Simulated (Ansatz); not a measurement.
# Two states of CaV$_{2}$B$_{2}$

```
Ca B V
1.0
     0.00000    4.61391    2.91216
     0.00000   -4.61391    2.91216
     5.29601    0.00000   -2.91216
Ca B V
2 4 4
Direct
  0.00000 0.00000 0.00000
  0.75000 0.25000 0.50000
  0.32450 0.67550 0.00000
  0.67550 0.32450 0.00000
  0.42550 0.57450 0.50000
  0.07450 0.92550 0.50000
  0.37070 0.37070 0.74140
  0.62930 0.62930 0.25860
  0.37930 0.87930 0.75860
  0.12070 0.62070 0.24140
```

Method: r2SCAN; PAW, plane waves to 500 eV, 4×4×4 Γ-centred mesh, fermi-dirac occupations (width 0.1 eV) (Ansatz 0.2.0), atoms fixed.

State A: V7 down, V8 up, V9 down, V10 up (collinear spin). State B: V7 up, V8 up, V9 down, V10 down (collinear spin).

Question: Which state is lower, and how do they differ?

Answer: State A is lower by 11.3 meV an atom at zero smearing; in free energy at this smearing B lies +8.5 meV an atom from A.

```csv
state,free energy (meV/atom),largest moment in a small sphere (μB),net moment (μB/cell),gap on mesh (eV),pressure (GPa),largest force (eV/Å)
A,0.0,0.69,0.00,metal,7.5,0.91
B,8.5,0.43,0.00,metal,6.8,0.91
```

Origin: a known structure type with other elements, at an estimated volume, so it need not be a known compound. Caveats: the k mesh is coarse if the cell is a metal.
